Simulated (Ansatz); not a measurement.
## CoGe₂: computed property card

CoGe$_{2}$:
```yaml
crystal:
  lattice:
    - [4.47201, 0.00000, 0.00000]
    - [-2.23600, 3.87287, 0.00000]
    - [0.00000, 0.00000, 2.56678]
  atoms:
    - { symbol: Co, position: [0.00000, 0.00000, 0.00000] }
    - { symbol: Ge, position: [0.33333, 0.66667, 0.50000] }
    - { symbol: Ge, position: [0.66667, 0.33333, 0.50000] }
```
The run is spin-polarised; directions of the spins, atom by atom: ↑ 0 0.

Space group P6/mmm (No. 191); conventional cell a = 4.4720 Å, b = 4.4720 Å, c = 2.5668 Å, α = 90.00°, β = 90.00°, γ = 120.00°.

Method: the program Ansatz at the PBEsol level (PAW). Geometry: relaxed at this level of theory. Other levels are named where they apply.

Cell and energy:

- Volume per atom = 14.82 Å³
- Density = 7.63 g/cm³
- Formation energy from the elements (no fitted shifts) = 0.46 eV/atom

Electronic structure:

* **Electronic character**: metallic (no gap)
* **Density of states at the Fermi level**: 0.89 states/eV per atom (mean over ±0.08 eV)

Magnetism:

- Magnetic order: ferromagnetic
- Net moment: 0.53 μB per atom

Mechanics:

- Bulk modulus (Birch–Murnaghan fit): 106 GPa
- Pressure derivative B′: 4.1

The cell is a constructed one: a structure type filled with these elements; neither database checked (COD, Materials Project) lists it. Its standing as an ambient phase is unchecked. Symmetry was held in the PBEsol relaxation; its stability against distortions is not shown here. Spin order of the final state: ferromagnetic, chosen from 5 collinear starts compared on coarse meshes (ties went to the first, and starts can fall back to one state), not a proven ground state. The references are the lowest solids computed at this level, not always the standard phases. Spin–orbit coupling is left out wherever it is not named.

Potentials: the earlier of the program's two PAW sets. The files were generated under PBE; for other functionals the program regenerates the frozen cores, and for LDA and PBEsol the local potential too.
